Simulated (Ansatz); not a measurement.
Not every guess gives a structure. This one for Se was tried:

The cell of Se is invented: random sheet by layer group and Wyckoff sites. Its size is a rough estimate.

Only a and b repeat, and vacuum parts the sheet from its images along c.

```cif
data_structure
_symmetry_space_group_name_H-M 'P 1'
_symmetry_Int_Tables_number 1
_cell_length_a 7.6555
_cell_length_b 7.6555
_cell_length_c 15.0000
_cell_angle_alpha 90.000
_cell_angle_beta 90.000
_cell_angle_gamma 90.000
_cell_volume 879.10
loop_
_atom_site_label
_atom_site_type_symbol
_atom_site_fract_x
_atom_site_fract_y
_atom_site_fract_z
_atom_site_occupancy
Se1 Se 0.36080 0.36080 0.50000 1
Se2 Se 0.63920 0.63920 0.50000 1
Se3 Se 0.13920 0.86080 0.50000 1
Se4 Se 0.86080 0.13920 0.50000 1
Se5 Se 0.00000 0.50000 0.53303 1
Se6 Se 0.50000 0.00000 0.46697 1
```

These are results of DFT PBE, scalar-relativistic, plane waves, PAW (Ansatz), not measurements.

Input of a coarse relaxation:

```yaml
crystal:
  lattice:
    - [6.5450258755, 0.0, 0.0]
    - [0.0, 6.5450258755, 0.0]
    - [0.0, 0.0, 25.781734]
  atoms:
    - { symbol: Se, position: [0.3705828248, 0.3705828248, 0.2909036297] }
    - { symbol: Se, position: [0.6294171752, 0.6294171752, 0.2909036297] }
    - { symbol: Se, position: [0.1294171752, 0.8705828248, 0.2909036297] }
    - { symbol: Se, position: [0.8705828248, 0.1294171752, 0.2909036297] }
    - { symbol: Se, position: [0.0, 0.5, 0.3196972875] }
    - { symbol: Se, position: [0.5, 0.0, 0.2621099719] }
  periodic: [true, true, false]
basis:
  ecutwfc: 420
kpoints:
  mp_grid: { grid: [4, 4, 1] }
hamiltonian:
  xc: pbe
scf:
  occupations: { method: gaussian, width: 0.1 }
  lower_state_search: "off"
output:
  forces: true
  stress: true
  eigenvalues: true
relax:
  adjacent_minimum: "off"
  f_tol: 0.04
  max_steps: 70
  cell: { stress_2d_tol: 0.16 }
```

```bash
ansatz run input.yaml --threads 1 --pin off --max-ram 2560MiB --backend cpu --events-out ev --progress --plain --runs-dir out
```

Last lines of the log:

```
       -0.485296       0.000000       0.000000
        0.000000      -0.485296       0.000000
        0.000000       0.000000       0.000000
  P = ½ c Tr σ = -0.4853 N/m
--- Band table (eV; the first three rows and the last of 6) ---
  k-point 0: bands = ["-53.8112", "-53.8103", "-53.7783", "-53.7783", "-53.7624", "-53.7617", "-53.7425", "-53.7425", "-53.5636", "-53.5634", "-53.5524", "-53.5522", "-53.5515", "-53.5515", "-53.5473", "-53.5473", "-53.4998", "-53.4937", "-53.4872", "-53.4872", "-53.4857", "-53.4793", "-53.4724", "-
  k-point 1: bands = ["-53.8111", "-53.8104", "-53.7783", "-53.7783", "-53.7623", "-53.7618", "-53.7425", "-53.7425", "-53.5636", "-53.5635", "-53.5524", "-53.5522", "-53.5515", "-53.5515", "-53.5473", "-53.5473", "-53.4986", "-53.4939", "-53.4872", "-53.4872", "-53.4861", "-53.4813", "-53.4718", "-
  k-point 2: bands = ["-53.8107", "-53.8107", "-53.7784", "-53.7784", "-53.7620", "-53.7620", "-53.7426", "-53.7426", "-53.5635", "-53.5635", "-53.5523", "-53.5523", "-53.5515", "-53.5515", "-53.5473", "-53.5473", "-53.4959", "-53.4959", "-53.4872", "-53.4872", "-53.4846", "-53.4846", "-53.4711", "-
  k-point 5: bands = ["-53.8107", "-53.8107", "-53.7784", "-53.7784", "-53.7619", "-53.7619", "-53.7427", "-53.7427", "-53.5635", "-53.5635", "-53.5523", "-53.5523", "-53.5515", "-53.5515", "-53.5473", "-53.5473", "-53.4936", "-53.4936", "-53.4879", "-53.4879", "-53.4872", "-53.4872", "-53.4702", "-
  the weakly bound empty levels are not read free of the cell's end (walk_step)
End of that report.
Error: this geometry's ions and any external_charges that add to its thickness leave 10.43 Å inside the cut of a slab, less than keeps its energies, forces and levels apart from the length of the vector that does not repeat. The run stands on 25.8 Å: of a walk, start a new run from the last geometry
```

Question: Why is there no result?

Answer: The program stopped on purpose. The sheet grew thicker as it relaxed, so half the box height, where the images are cut off, exceeded its thickness by only 10.43 Å, too little to keep the results free of the box's height. A new run from the last geometry lets the program choose a taller box. No property of the compound can be read from it.

It took 3.3 min on 1 thread of Intel(R) Xeon(R) Processor @ 2.50GHz (Skylake/Cascade Lake) (shared host), peak memory 1 GiB.
